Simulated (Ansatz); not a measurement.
Sn (beta-Sn type, space group I4_1/amd)

```xyz
2
Lattice="-2.9735 2.9735 1.6062 2.9735 -2.9735 1.6062 2.9735 2.9735 -1.6062" Properties=species:S:1:pos:R:3 pbc="T T T"
Sn     0.0000     2.9735     0.8031
Sn     0.0000     0.0000     0.0000
```

Grid over V/V₀ and (c/a)/(c/a)₀, subscript 0 meaning the relaxed cell; the conventional c axis lies along z; no internal relaxation.

Level of theory: PBE (plane waves to 420 eV, PAW, scalar-relativistic; Ansatz, a program for electronic structure). k mesh 16×16×16 (Γ-centred), Fermi-Dirac smearing 0.05 eV. Stress and pressure are positive under compression. With partly filled bands, the response to shear is sensitive to the k mesh, so small differences along c/a are uncertain. Sn was relaxed with its symmetry unable to fall. 

| σzz − σxx (GPa) | V/V₀ = 0.960 | V/V₀ = 0.980 | V/V₀ = 1.000 | V/V₀ = 1.020 | V/V₀ = 1.040 |
|---|---|---|---|---|---|
| (c/a)/(c/a)₀ = 0.960 | 3.4 | 3.1 | 2.9 | [?] | [?] |
| (c/a)/(c/a)₀ = 0.980 | [?] | [?] | 1.4 | 1.3 | 1.2 |
| (c/a)/(c/a)₀ = 1.000 | -0.1 | 0.0 | 0.0 | 0.0 | 0.1 |
| (c/a)/(c/a)₀ = 1.020 | [?] | -1.3 | -1.2 | -1.1 | -1.0 |
| (c/a)/(c/a)₀ = 1.040 | [?] | -2.2 | -2.0 | [?] | [?] |

### Question
Fill in the missing entries.

### Answer

- (c/a)/(c/a)₀ = 0.960, V/V₀ = 1.020: 2.6
- (c/a)/(c/a)₀ = 0.960, V/V₀ = 1.040: 2.4
- (c/a)/(c/a)₀ = 0.980, V/V₀ = 0.960: 1.6
- (c/a)/(c/a)₀ = 0.980, V/V₀ = 0.980: 1.5
- (c/a)/(c/a)₀ = 1.020, V/V₀ = 0.960: -1.5
- (c/a)/(c/a)₀ = 1.040, V/V₀ = 0.960: -2.5
- (c/a)/(c/a)₀ = 1.040, V/V₀ = 1.020: -1.9
- (c/a)/(c/a)₀ = 1.040, V/V₀ = 1.040: -1.7

(Under strain, the slope of the energy per volume gives the stress and its curvature an elastic modulus.)
